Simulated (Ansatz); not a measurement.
Data:

GaIr:
```xyz
2
Lattice="3.0195 0.0000 0.0000 0.0000 3.0195 0.0000 0.0000 0.0000 3.0195" Properties=species:S:1:pos:R:3 pbc="T T T"
Ga     0.0000     0.0000     0.0000
Ir     1.5097     1.5097     1.5097
```

This is the PBEsol-relaxed structure.

Question: All from DFT-PBEsol in the program Ansatz with PAW potentials, unless another level is named. Give the Young's modulus.

Answer: 143 GPa.

Question: What about the elastic constants (relaxed ions, GPa)?

Answer: C11 = 283, C12 = 224, C44 = 73.5.

Question: Give the highest zone-centre frequency.

Answer: 179 cm⁻¹.

Space group Pm-3m (CsCl type). The first step of the workflow began from a Materials Project structure, measured or hypothetical; the Crystallography Open Database files this formula in space group No. 221, but the cells were not matched. Its standing as an ambient phase is unchecked. The PBEsol relaxation kept the symmetry of its start; of distortions, only those at the zone centre were tested. The run is not spin-polarised. As this level gives no gap, shear constants depend on the k-mesh and smearing (Fermi–Dirac, 0.1 eV here). As this level gives no gap, phonon frequencies hold no LO–TO term and depend on the k-mesh and smearing (Fermi–Dirac, 0.1 eV here). Spin–orbit coupling is left out wherever it is not named.

Potentials: the later of the program's two PAW sets.
